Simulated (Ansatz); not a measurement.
An Ansatz (a program for electronic structure) input:

Ansatz 0.2 input:
```yaml
crystal:
  lattice:
    - [10.9717711195, 0.0, 0.0]
    - [0.0, 3.8798890929, 0.0]
    - [0.0, 0.0, 4.4217972564]
  atoms:
    - { symbol: Ge, position: [0.1236110876, 0.25, 0.113257137] }
    - { symbol: Ge, position: [0.8763889124, 0.75, 0.886742863] }
    - { symbol: Ge, position: [0.3763889124, 0.75, 0.613257137] }
    - { symbol: Ge, position: [0.6236110876, 0.25, 0.386742863] }
    - { symbol: Se, position: [0.8547887557, 0.25, 0.4980338131] }
    - { symbol: Se, position: [0.1452112443, 0.75, 0.5019661869] }
    - { symbol: Se, position: [0.6452112443, 0.75, 0.9980338131] }
    - { symbol: Se, position: [0.3547887557, 0.25, 0.0019661869] }
kpoints:
  mp_grid: { grid: [2, 6, 5] }
  band_path:
    path:
      - [[0.0, 0.0, 0.0], [0.5, 0.0, 0.0], [0.5, 0.5, 0.0], [0.0, 0.5, 0.0], [0.0, 0.0, 0.0], [0.0, 0.0, 0.5], [0.5, 0.0, 0.5], [0.5, 0.5, 0.5], [0.0, 0.5, 0.5], [0.0, 0.0, 0.5]]  # Γ-X-S-Y-Γ-Z-U-R-T-Z
      - [[0.5, 0.0, 0.0], [0.5, 0.0, 0.5]]  # X-U
      - [[0.0, 0.5, 0.0], [0.0, 0.5, 0.5]]  # Y-T
      - [[0.5, 0.5, 0.0], [0.5, 0.5, 0.5]]  # S-R
      - [VBM, CBM]
    npoints: 6
basis: { xc_grid: 2 }
hamiltonian:
  xc: pbe
  dispersion: d3bj
  pseudopotentials: { azcp: { folder: ./paw }, kind: paw_fr }
magnetization: { noncollinear: true, spin_orbit: true }
scf:
  n_extra_bands: 16
  convergence: { dr2_threshold: 0.0000000001 }
  occupations: { method: gaussian, width: 0.01 }
checkpoint: { write: soc.run }
output: { eigenvalues: true }
```

How many symmetry operations and irreducible k-points will the run report?

8 operations, 24 of 60 k-points.

With a cutoff of 420 eV, how many plane waves at Γ?

3699.

It took roughly 30 core-minutes on shared server cores.

Space group Pnma. The cell was relaxed with PBE+D3(BJ) under the symmetry of its start.

Potentials: the earlier of the program's two PAW sets.

Ansatz is a plane-wave DFT program.
